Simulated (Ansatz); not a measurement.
BeTe (NiAs type, P6_3/mmc), PBEsol in the plane-wave PAW code Ansatz, all energies at zero smearing, with the estimated change up to a 700 eV cutoff added, with one set of potentials and settings (totals compare only within such a set). Cell of 4 atoms (2 Be, 2 Te): -13983.594 eV.

```csv
element,reference phase,E (eV/atom)
Be,"P6_3/mmc, 2 atoms in the cell",-90.3485
Te,"P3_121, 3 atoms in the cell",-6901.6024
```

Formation energy per atom, worked out: (-13983.594 − 2×(-90.3485) − 2×(-6901.6024))/4 = 0.077 eV/atom (7 kJ per mol of atoms), at 0 K, without zero-point energy or fitted corrections.

This is a known high-pressure phase of the composition, computed here at zero pressure and temperature. The PBEsol relaxation kept the symmetry of its start. At this level the phase is dynamically unstable (imaginary phonons). The references are the lowest solids computed at this level, not always the standard phases. Scalar-relativistic: spin–orbit coupling is off unless named, which matters more the heavier the elements.

Potentials: the earlier of the program's two PAW sets. The files were generated under PBE; for other functionals the program regenerates the frozen cores, and for LDA and PBEsol the local potential too.
